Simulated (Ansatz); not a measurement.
Relaxation of a relaxed Ir cell displaced along its unstable phonon at q = (½, ½, 0) of its primitive reciprocal cell (56i cm⁻¹), largest move 0.15 Å; 2 atoms in the cell, which starts as P4/nmm, origin choice 1 (No. 129), tP2; a = b = 3.5929 Å, c = 2.5405 Å, α = β = γ = 90.00°. All values below come from PBEsol (plane waves to 420 eV, PAW, scalar-relativistic; Ansatz, an electronic-structure program). Γ-centred k-mesh 13×13×13 on the run's cell (coarser than for final values), Fermi–Dirac smearing 0.05 eV. This is the first round of the run. 

The optimiser's lines from the output (shortened; P is positive under compression):

```
relax step   1: F+E_penalty+E_count = -23595.92770510 eV  Δ(F+E_penalty+E_count) = +0.000e0 eV  max|allowed force component| = 2.830e-1 eV/Å  Δτ_max = 0.0000 Å  P = -1.881 GPa  Ω = 32.795 Å³  (6 SCF iters, dr2 threshold 1.00e-7 eV, accepted)
relax step   2: F+E_penalty+E_count = -23596.02632792 eV  Δ(F+E_penalty+E_count) = -9.862e-2 eV  max|allowed force component| = 8.614e-1 eV/Å  Δτ_max = 0.0889 Å  P = +3.673 GPa  Ω = 31.784 Å³  (6 SCF iters, dr2 threshold 2.00e-7 eV, accepted)
relax step   3: F+E_penalty+E_count = -23596.72929642 eV  Δ(F+E_penalty+E_count) = -7.030e-1 eV  max|allowed force component| = 1.860e0 eV/Å  Δτ_max = 0.1838 Å  P = -7.991 GPa  Ω = 31.256 Å³  (6 SCF iters, dr2 threshold 2.00e-7 eV, accepted)
relax step   4: F+E_penalty+E_count = -23597.36273502 eV  Δ(F+E_penalty+E_count) = -6.334e-1 eV  max|allowed force component| = 2.491e-1 eV/Å  Δτ_max = 0.1949 Å  P = +5.891 GPa  Ω = 28.565 Å³  (6 SCF iters, dr2 threshold 2.00e-7 eV, accepted)
relax step   5: F+E_penalty+E_count = -23597.35433138 eV  Δ(F+E_penalty+E_count) = +8.404e-3 eV  max|allowed force component| = 1.809e-1 eV/Å  Δτ_max = 0.0330 Å  P = -7.824 GPa  Ω = 29.629 Å³  (6 SCF iters, dr2 threshold 2.00e-7 eV, rejected (line search))
relax step   6: F+E_penalty+E_count = -23597.37697473 eV  Δ(F+E_penalty+E_count) = -1.424e-2 eV  max|allowed force component| = 5.109e-2 eV/Å  Δτ_max = 0.0215 Å  P = +0.086 GPa  Ω = 28.961 Å³  (7 SCF iters, accepted)
relax step   7: F+E_penalty+E_count = -23597.37728319 eV  Δ(F+E_penalty+E_count) = -3.085e-4 eV  max|allowed force component| = 1.496e-3 eV/Å  Δτ_max = 0.0039 Å  P = -0.068 GPa  Ω = 28.982 Å³  (6 SCF iters, dr2 threshold 2.00e-7 eV, accepted)
relax step   8: F+E_penalty+E_count = -23597.37729136 eV  Δ(F+E_penalty+E_count) = -8.167e-6 eV  max|allowed force component| = 7.984e-5 eV/Å  Δτ_max = 0.0001 Å  P = +0.001 GPa  Ω = 28.975 Å³  (7 SCF iters, dr2 threshold 3.90e-8 eV, accepted)
relax step   9: F+E_penalty+E_count = -23597.37555019 eV  Δ(F+E_penalty+E_count) = +1.741e-3 eV  max|allowed force component| = 7.989e-5 eV/Å  Δτ_max = 0.0000 Å  P = +0.026 GPa  Ω = 28.975 Å³  stress off target by 3.60e-2 GPa  SCF on the basis re-selected at this cell (its energy is not comparable with the rows above)  (6 SCF iters)
relax step  10: F+E_penalty+E_count = -23597.37554943 eV  Δ(F+E_penalty+E_count) = +7.595e-7 eV  max|allowed force component| = 5.502e-6 eV/Å  Δτ_max = 0.0000 Å  P = +0.000 GPa  Ω = 28.977 Å³  (6 SCF iters, dr2 threshold 3.25e-9 eV, accepted)
relax step  11: F+E_penalty+E_count = -23597.37555025 eV  Δ(F+E_penalty+E_count) = -8.164e-7 eV  max|allowed force component| = 5.472e-6 eV/Å  Δτ_max = 0.0000 Å  P = +0.000 GPa  Ω = 28.977 Å³  stress off target by 2.52e-4 GPa  SCF on the basis re-selected at this cell (its energy is not comparable with the rows above)  (7 SCF iters)
```

From the first to the last row the energy changes by -0.72 eV/atom and the volume by -11.6 %. The last row is marked as not comparable with the walk above it, whose basis was carried along; it does compare with step 1, since both stand on a basis selected at the nominal cutoff for their own cell.

Step 5 was rejected by the optimiser.

Later rounds, restarted from the end of this one on a renewed k-mesh, logged 8 more steps and released under 0.01 eV/atom more. The final structure after all rounds: I4/mmm (No. 139), tI2, AFLOW prototype A_tI2_139_a (A_a); a = b = 3.3120 Å, c = 2.6416 Å, α = β = γ = 90.00°. Between re-selections the logged energies stand on a plane-wave basis carried along with the cell. No spin polarisation in the result.

The run could not lose the symmetry of its start: the end is stationary, and may be a saddle point rather than a minimum.

The relaxed structure here is a generated cell of Ir: the first start was made by placing the elements on the sites of a structure type, and the end was not matched to a known phase here, so it may be hypothetical. Known forms of Ir include space group No. 225.
